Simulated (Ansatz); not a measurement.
Input, command and steps of an Ansatz relaxation.

```yaml
crystal:
  lattice:
    - [5.439, -2.021, 0.0]
    - [5.439, 2.021, 0.0]
    - [-0.59217, 0.0, 6.4077]
  atoms:
    - { symbol: Hg, position: [0.0, 0.0, 0.0] }
    - { symbol: C, position: [0.2597, 0.2597, 0.2261] }
    - { symbol: C, position: [0.7403, 0.7403, 0.7739] }
    - { symbol: S, position: [0.1269, 0.1269, 0.3222] }
    - { symbol: S, position: [0.8731, 0.8731, 0.6778] }
    - { symbol: "N", position: [0.358, 0.358, 0.1638] }
    - { symbol: "N", position: [0.642, 0.642, 0.8362] }
basis:
  ecutwfc: 500
kpoints:
  mp_grid: { grid: [4, 4, 4] }
hamiltonian:
  xc: r2scan
scf:
  occupations: { method: gaussian, width: 0.1 }
  lower_state_search: "off"
output:
  forces: true
  stress: true
  eigenvalues: true
relax:
  adjacent_minimum: "off"
  f_tol: 0.04
  max_steps: 70
  cell: { stress_tol: 0.4 }
```

```bash
ansatz run input.yaml --threads 1 --pin off --max-ram 2560MiB --backend cpu --events-out ev --progress --plain --runs-dir out
```

All numbers below come from DFT r2SCAN, scalar-relativistic, plane waves, PAW in Ansatz.

Of 7 frames 6 are shown, positions in Å and forces in eV/Å; the SCF threshold varies from step to step. Steps run on the plane waves of an earlier cell, with a Pulay correction in the pressure. The basis is chosen afresh for the last frame, the zero of the energies, and at times for earlier ones too; energy and pressure can step there, also at an unchanged geometry. Where two frames share a geometry here, they differ by under 2 meV/atom and 0.3 GPa.

```xyz
7
Lattice="5.4390 -2.0210 0.0000 5.4390 2.0210 0.0000 -0.5922 0.0000 6.4077" Properties=species:S:1:pos:R:3:forces:R:3 pbc="T T T" step=1 free_energy_over_end_meV_per_atom=8.21 pressure_GPa=1.11
Hg    0.0000    0.0000    0.0000    0.0000    0.0000    0.0000
C     2.6911    0.0000    1.4488    1.5632    0.0000   -0.6201
C     7.5947    0.0000    4.9589   -1.5632    0.0000    0.6201
S     1.1896    0.0000    2.0646   -0.7540    0.0000    0.5631
S     9.0962    0.0000    4.3431    0.7540    0.0000   -0.5631
N     3.7973    0.0000    1.0496   -0.5691    0.0000    0.1570
N     6.4885    0.0000    5.3581    0.5691    0.0000   -0.1570
7
Lattice="5.4301 -2.0284 0.0220 5.4301 2.0284 0.0220 -0.5653 0.0000 6.4859" Properties=species:S:1:pos:R:3:forces:R:3 pbc="T T T" step=2 free_energy_over_end_meV_per_atom=3.54 pressure_GPa=0.91
Hg    0.0000    0.0000    0.0000    0.0000    0.0000    0.0000
C     2.7553    0.0000    1.3521    0.5035    0.0000   -0.1346
C     7.5398    0.0000    5.1779   -0.5035    0.0000    0.1346
S     1.2716    0.0000    2.0451   -0.2764    0.0000    0.3248
S     9.0234    0.0000    4.4848    0.2764    0.0000   -0.3248
N     3.8366    0.0000    0.9013   -0.1350    0.0000    0.1548
N     6.4584    0.0000    5.6287    0.1350    0.0000   -0.1548
7
Lattice="5.4340 -2.0342 0.0279 5.4340 2.0342 0.0279 -0.5587 0.0000 6.4985" Properties=species:S:1:pos:R:3:forces:R:3 pbc="T T T" step=3 free_energy_over_end_meV_per_atom=1.89 pressure_GPa=-0.52
Hg    0.0000    0.0000    0.0000    0.0000    0.0000    0.0000
C     2.7975    0.0000    1.4420    0.0415    0.0000   -0.0636
C     7.5118    0.0000    5.1123   -0.0415    0.0000    0.0636
S     1.2871    0.0000    2.0982   -0.1782    0.0000   -0.1591
S     9.0223    0.0000    4.4562    0.1782    0.0000    0.1591
N     3.8893    0.0000    1.0198   -0.0085    0.0000   -0.0308
N     6.4200    0.0000    5.5345    0.0085    0.0000    0.0308
7
Lattice="5.4170 -2.0309 0.0156 5.4170 2.0309 0.0156 -0.5715 0.0000 6.4990" Properties=species:S:1:pos:R:3:forces:R:3 pbc="T T T" step=4 free_energy_over_end_meV_per_atom=0.32 pressure_GPa=0.03
Hg    0.0000    0.0000    0.0000    0.0000    0.0000    0.0000
C     2.7665    0.0000    1.4144    0.1573    0.0000   -0.0580
C     7.4961    0.0000    5.1157   -0.1573    0.0000    0.0580
S     1.2615    0.0000    2.0804   -0.1350    0.0000    0.0090
S     9.0011    0.0000    4.4496    0.1350    0.0000   -0.0090
N     3.8556    0.0000    0.9853   -0.0546    0.0000    0.0153
N     6.4070    0.0000    5.5448    0.0546    0.0000   -0.0153
7
Lattice="5.4101 -2.0337 -0.0197 5.4101 2.0337 -0.0197 -0.6122 0.0000 6.5166" Properties=species:S:1:pos:R:3:forces:R:3 pbc="T T T" step=5 free_energy_over_end_meV_per_atom=0.14 pressure_GPa=0.14
Hg    0.0000    0.0000    0.0000    0.0000    0.0000    0.0000
C     2.7599    0.0000    1.4031   -0.0940    0.0000    0.0210
C     7.4482    0.0000    5.0741    0.0940    0.0000   -0.0210
S     1.2534    0.0000    2.0757   -0.0220    0.0000    0.0013
S     8.9547    0.0000    4.4016    0.0220    0.0000   -0.0013
N     3.8418    0.0000    0.9617    0.1128    0.0000   -0.0300
N     6.3663    0.0000    5.5155   -0.1128    0.0000    0.0300
7
Lattice="5.4212 -2.0261 -0.0293 5.4212 2.0261 -0.0293 -0.6247 0.0000 6.5388" Properties=species:S:1:pos:R:3:forces:R:3 pbc="T T T" step=7 free_energy_over_end_meV_per_atom=0.00 pressure_GPa=0.03
Hg    0.0000    0.0000    0.0000    0.0000    0.0000    0.0000
C     2.7628    0.0000    1.4020   -0.0122    0.0000   -0.0014
C     7.4549    0.0000    5.0782    0.0122    0.0000    0.0014
S     1.2547    0.0000    2.0729    0.0044    0.0000   -0.0040
S     8.9630    0.0000    4.4073   -0.0044    0.0000    0.0040
N     3.8477    0.0000    0.9656    0.0096    0.0000    0.0017
N     6.3699    0.0000    5.5146   -0.0096    0.0000   -0.0017
```

The run took 110 s on 1 thread of Arm Neoverse V2, with other jobs on the host, peak memory 0.89 GiB.

The k mesh is coarse. Spin–orbit coupling is left out, which can shift energies with elements as heavy as these. The cell holds layers, and r2SCAN describes their binding at middle range but leaves out its long-range dispersion part.